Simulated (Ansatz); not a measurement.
Relaxed Hf (hcp, Mg type):

```xyz
4
Lattice="3.2042 0.0000 0.0000 -1.6021 2.7749 0.0000 0.0000 0.0000 10.1381" Properties=species:S:1:pos:R:3 pbc="T T T"
Hf     0.0000     1.8500     3.8018
Hf     0.0000     1.8500     8.8708
Hf     1.6021     0.9250     1.2673
Hf     1.6021     0.9250     6.3363
```

The atoms are displaced by Q × the pattern below (from a DFPT mode at A = (0.0, 0.0, 0.5), largest move 1; Q in Å), at fixed cell. It is one choice among 4 degenerate patterns. (q is in reciprocal vectors of the primitive cell; the cell shown is doubled to hold the pattern.)

| atom | x | y | z |
|---|---|---|---|
| Hf1 | 0.000 | 1.000 | 0.000 |
| Hf2 | 0.000 | -1.000 | 0.000 |

Atoms not listed stay in place.

Computed with PBE (plane waves to 420 eV, PAW, scalar-relativistic; Ansatz, a first-principles code). k mesh 17×17×5 (Γ-centred), Fermi-Dirac smearing 0.05 eV. The energy includes the smearing's −TS. With partly filled bands, energies and forces of such displacements shift with the k mesh and the smearing. Hf is run without spin polarisation. Hf was relaxed with its symmetry unable to fall. Spin-orbit coupling is left out, though Hf is heavy. ΔE is measured from the undisplaced structure. The last digit holds for this mesh only.

| Q (Å) | ΔE (meV/cell) |
|---|---|
| -0.2800 | 162.2 |
| -0.2333 | 112.8 |
| -0.1867 | 72.0 |
| -0.1400 | 40.3 |
| -0.0933 | withheld |
| -0.0467 | 4.4 |
| 0.0000 | 0.0 |
| 0.0467 | 4.4 |
| 0.0933 | withheld |
| 0.1400 | 40.3 |
| 0.1867 | 72.0 |
| 0.2333 | 112.8 |
| 0.2800 | 162.2 |

Fit an even polynomial form (powers 2, 4) to the given rows and predict ΔE at Q = 0.0933.

Least squares on the 11 given rows: ΔE = (2064)·Q² + (73.91)·Q⁴, in meV/cell with Q in Å; root-mean-square residual 0.14 meV/cell. At 0.0933 the fit gives 18.0 meV/cell; the calculation gives 17.8 meV/cell, so the interpolation is off by 0.2 (+1.1 %). The quadratic term alone would give 18.0 meV/cell.

(For displaced atoms, the force is minus the slope of the energy, and its curvature is a force constant, which sets phonon frequencies.)
